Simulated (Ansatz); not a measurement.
**Course of a relaxation: LuSc3F**

A trial structure of LuSc3F was built thus: random cell by space group and Wyckoff sites (P6mm, No. 183). The dimensions are guesses.

```xyz
5
Lattice="4.8417 0.0000 0.0000 -2.4208 4.1930 0.0000 0.0000 0.0000 4.8174" Properties=species:S:1:pos:R:3 pbc="T T T"
Lu    0.0000    0.0000    2.1006
Sc    2.4208    0.0000    3.5471
Sc   -1.2104    2.0965    3.5471
Sc    1.2104    2.0965    3.5471
F     0.0000    0.0000    4.2554
```

Theory: Ansatz 0.2.0, DFT PBE, scalar-relativistic, plane waves, PAW. Cutoff 420 eV, Gaussian smearing, Γ-centred meshes. Cell and atoms relax first on a coarse mesh and then on a finer one. In between, the cell is made exact in the group found at 0.06 Å. In metals the finer mesh still leaves noise of several meV/atom or more. The steps can't lower the symmetry of their start. No spin polarisation in the relaxation; trial moments died out in a coarse test.

Steps on the 6×6×4 mesh (5 atoms, 15 steps). The free energy counts from the last step; some steps are skipped; the plane-wave basis is renewed at times, which shifts energy and pressure.

```
step  ΔF (meV/atom)  V (Å³/atom)  P (GPa)  largest force component (eV/Å)
   1         1271.6        19.56    24.10                           4.651
   2          767.7        21.29    13.98                           3.028
   3          484.0        22.83     7.38                           0.835
   4          339.5        24.14     4.36                           0.725
   5          247.6        25.04     1.94                           1.863
   6          193.0        25.52    -1.34                           1.153
   7          180.3        24.99     0.87                           0.383
   9          179.1        25.33    -0.16                           0.051
  10          178.9        25.29     0.00                           0.003
  11           70.7        25.29     4.61                           0.006
  12           20.5        26.92     2.09                           0.036
  13            7.7        28.96    -0.38                           0.046
  14            6.2        28.71    -0.04                           0.010
  15            0.0        28.71     0.12                           0.010
```

The relaxed structure, after a last relaxation on the converged mesh:

Space group P6mm (No. 183). a = 6.376 Å, b = 6.376 Å, c = 4.103 Å, α = 90.00°, β = 90.00°, γ = 120.00°
| atom | site | symmetry | x | y | z |
| --- | --- | --- | --- | --- | --- |
| Lu | 1a | 6mm | 0.0000 | 0.0000 | 0.4457 |
| Sc | 3c | 2mm | 0.5000 | 0.0000 | 0.7114 |
| F | 1a | 6mm | 0.0000 | 0.0000 | 0.9484 |

The symmetry stays P6mm (No. 183). The volume per atom grows by 47.7 %, from 19.6 to 28.9 Å³. The shortest distance goes from 2.15 Å (Lu–F) to 2.04 Å (Lu–F). The ratio c/a of the conventional cell changes by a factor of 0.65. The energy falls by about 1.3 eV/atom (the start's value is from the coarse mesh). Around Lu lie 2 F at 2.04–2.06 Å, 6 Sc at 3.37 Å and 2 Lu at 4.10 Å; Sc is surrounded by 4 Sc at 3.19 Å, 2 F at 3.33 Å and 2 Lu at 3.37 Å; F is surrounded by 2 Lu at 2.04–2.06 Å and 6 Sc at 3.33 Å.

For LuSc3F, the volume per atom is 28.89 Å³. The density is 3.78 g/cm³, the formation energy is −0.23 eV/atom and the gap on the 6×6×10 mesh of the 5-atom cell is 0 eV (a metal).

The zero of energy is the elements' standard structures at the same level (F₂ as a molecule); no fitted shifts are applied.

The last run used Gaussian smearing of 0.10 eV. Symmetry constrained the relaxation, so the result can be a saddle point. In all, the 3 runs took 10 min on 1 thread of Intel(R) Xeon(R) Processor @ 2.50GHz (Skylake/Cascade Lake) (shared host). Another cell of LuSc3F relaxed alike, in Pm-3m, lies 0.61 eV/atom lower, so this cell isn't the stable form at this level.
